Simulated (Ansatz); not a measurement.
TiPt (CsCl type, Pm-3m), DFT-PBEsol in the program Ansatz with PAW potentials, all energies at zero smearing, with the estimated change up to a 700 eV cutoff added, with one set of potentials and settings (totals compare only within such a set). Cell of 2 atoms (1 Pt, 1 Ti): -14859.286 eV.

| element | reference phase | E (eV/atom) |
|---|---|---|
| Pt | Fm-3m, 1 atoms in the cell | -12383.8180 |
| Ti | P6/mmm, 3 atoms in the cell | -2473.9117 |

Formation energy per atom, worked out: (-14859.286 − 1×(-12383.8180) − 1×(-2473.9117))/2 = -0.778 eV/atom (-75 kJ per mol of atoms), at 0 K, without zero-point energy or fitted corrections.

The workflow started from an entry of the Crystallography Open Database (COD). Its standing as an ambient phase is unchecked. The cell was relaxed with PBEsol under the symmetry of its start. At this level the phase is mechanically unstable. No spin polarisation was allowed. The references are the lowest solids computed at this level, not always the standard phases. Scalar-relativistic: spin–orbit coupling is off unless named, which matters more the heavier the elements.

Potentials: the later of the program's two PAW sets.
